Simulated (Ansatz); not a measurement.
Tc:
```xyz
2
Lattice="2.7311 0.0000 0.0000 -1.3656 2.3652 0.0000 0.0000 0.0000 4.3723" Properties=species:S:1:pos:R:3 pbc="T T T"
Tc     0.0000     1.5768     3.2792
Tc     1.3656     0.7884     1.0931
```

Relaxed with r²SCAN+D4. Special points in fractions of this cell's reciprocal vectors: Γ (0.000, 0.000, 0.000); M (0.500, 0.000, 0.000); K (0.333, 0.333, 0.000); A (0.000, 0.000, 0.500); L (0.500, 0.000, 0.500); H (0.333, 0.333, 0.500).

List the band energies nearest the Fermi level at these points for the program Ansatz at the r²SCAN+D4 level (PAW).

In eV from the Fermi level; about four levels below and three above (degenerate sets whole), none deeper than 8.9 eV; … stands for higher levels left out; points with the same levels are listed once.

| k | below | above |
|---|---|---|
| Γ | -0.86 -0.86 -0.12 -0.12 | 1.76 … |
| M | -2.00 -1.19 -1.00 -0.50 | 3.12 3.56 3.58 |
| K | -3.09 -1.99 -1.99 -0.03 | 2.48 2.48 2.92 |
| A | -1.77 -1.77 -1.77 -1.77 | … |
| L | -5.64 -5.64 -3.92 -3.92 | 0.16 0.16 1.50 1.50 |
| H | -1.89 -1.89 -0.09 -0.09 | 2.78 2.78 … |

Space group P6_3/mmc (hcp (Mg type)). Symmetry was held in the r²SCAN+D4 relaxation. No spin polarisation was allowed. The pairwise dispersion correction was not fitted to metals. Spin–orbit coupling is left out wherever it is not named.

Potentials: the earlier of the program's two PAW sets.
